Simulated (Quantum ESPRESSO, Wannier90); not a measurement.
**Wannier functions of CuI (Pc)**

```
CELL_PARAMETERS angstrom
     -4.25374     0.00000     0.00000
      0.00454     0.00000     6.01583
      0.00000     8.51186     0.00000
ATOMIC_POSITIONS crystal
  Cu 0.54233 0.26698 0.62640
  Cu 0.04233 0.76698 0.37360
  Cu 0.53041 0.26958 0.12392
  Cu 0.03041 0.76958 0.87608
  I  0.04140 0.01707 0.62483
  I  0.54140 0.51707 0.37517
  I  0.03166 0.01928 0.12526
  I  0.53166 0.51928 0.87474
```

Structure: Materials Project mp-22895, symmetrised, not relaxed again. Not found in the COD (Crystallography Open Database) copy used, which has the formula in other groups; not checked further. The atoms lie within 0.1 Å of the higher space group F-43m. Level: LDA, no spin polarisation, no spin-orbit coupling; pw.x of Quantum ESPRESSO at 74 Ry with PseudoDojo potentials, 4×4×4 k-points, Wannier90. Density: 8×6×4 mesh, Gaussian smearing 0.01 Ry. A non-magnetic state is assumed, with no Hubbard U; filled 3d bands tend to lie too high at this level. Spin-orbit coupling is left out although heavy elements are present.

Functional, cutoff and mesh named above are those of the base row (1); the first column says what each row takes instead. Model: 36 functions from bands 17-52, start SCDM (isolated) (the valence bands). Energies are relative to the valence-band maximum; the misfit is to pw.x on a path, for all bands of the set. The lattice is scaled uniformly, fractional positions fixed. Ω_total can sit in another minimum from row to row; Ω_I of an isolated set cannot. A star marks runs that hit the step limit.

```json
[
 {"scale": "0.97", "Ω_I (Å²)": "34.67", "Ω_total (Å²)": "39.54", "rms misfit (meV)": "7.0", "gap (eV)": "1.24", "bottom of band 17 (eV)": "-14.73"},
 {"scale": "0.985", "Ω_I (Å²)": "34.96", "Ω_total (Å²)": "39.73*", "rms misfit (meV)": "6.7", "gap (eV)": "1.10", "bottom of band 17 (eV)": "-14.45"},
 {"scale": "1", "Ω_I (Å²)": "35.25", "Ω_total (Å²)": "39.93", "rms misfit (meV)": "6.5", "gap (eV)": "0.97", "bottom of band 17 (eV)": "-14.19"},
 {"scale": "1.015", "Ω_I (Å²)": "35.53", "Ω_total (Å²)": "40.12", "rms misfit (meV)": "6.2", "gap (eV)": "0.86", "bottom of band 17 (eV)": "-13.95"},
 {"scale": "1.03", "Ω_I (Å²)": "35.81", "Ω_total (Å²)": "40.31", "rms misfit (meV)": "5.9", "gap (eV)": "0.76", "bottom of band 17 (eV)": "-13.74"}
]
```
